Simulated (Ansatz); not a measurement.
Here is an unrelaxed guess for Sr2Os.

```
Sr Os
1.0
     0.00000    3.69437    3.69437
     3.69437    0.00000    3.69437
     3.69437    3.69437    0.00000
Sr Os
2 1
Direct
  0.75000 0.75000 0.75000
  0.25000 0.25000 0.25000
  0.00000 0.00000 0.00000
```

Computed with Ansatz 0.2.0, DFT PBE, scalar-relativistic, plane waves, PAW. Cutoff 420 eV; k points 4×4×4 on the computed 3-atom cell (Γ-centred); Gaussian smearing, width 0.10 eV; no spin polarisation.

Formation energies are uncorrected and refer to the elements' standard structures at the same level.

Question: Estimate its pressure, forces and energy as it stands.

Answer: The pressure is -1.8 GPa (it wants to contract), the largest force is 0.00 eV/Å (symmetry fixes the atoms), and the energy is +0.77 eV/atom against the elements. The shortest distance is 3.20 Å.

Question: Is it a good guess?

Answer: A good one: relaxing gains under 0.1 eV/atom (the start's value is from the coarse mesh, so the gain is rough) in 4 ionic steps and ends at +0.77 eV/atom on the finer mesh. The symmetry stays Fm-3m (No. 225). The end has the fluorite type. The volume per atom shrinks by 5.9 %, from 33.6 to 31.6 Å³. The shortest distance goes from 3.20 Å (Sr–Os) to 3.14 Å (Sr–Os). Conventional cell: a = 7.240 Å. Sr is surrounded by 4 Os at 3.14 Å and 6 Sr at 3.62 Å; around Os lie 8 Sr at 3.14 Å.

The last run used a 12×12×12 mesh for its 3-atom cell and Gaussian smearing of 0.10 eV. Spin–orbit coupling, which can matter for Os, is left out. The relaxation can't lower the symmetry of the start, and the grade says only how near the guess is to its own end. A structure relaxed within its symmetry needn't be a true minimum.
